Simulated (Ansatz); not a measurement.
TiC (rock salt, Fm-3m) at seven volumes, DFT-PBE in the program Ansatz with PAW potentials, scaled uniformly. One row is withheld.

| V (Å³/atom) | P (GPa) |
|---|---|
| 9.250 | 28.51 |
| 9.555 | ? |
| 9.860 | 8.11 |
| 10.165 | 0.01 |
| 10.470 | -6.96 |
| 10.775 | -12.95 |
| 11.080 | -18.11 |

Question: Fit the shown pressures and predict the withheld one.

Answer: P = (3/2)B₀(x^(7/2) − x^(5/2))[1 + (3/4)(B′ − 4)(x − 1)] with x = (V₀/V)^(2/3). Least squares on the six rows gives V₀ = 10.165 Å³/atom, B₀ = 250 GPa, B′ = 4.02. At V = 9.555, x = 1.0421 and P = 17.52 GPa. The run itself gave 17.54 GPa.

Symmetry was held in the PBE relaxation. No spin polarisation was allowed.

Potentials: the earlier of the program's two PAW sets.
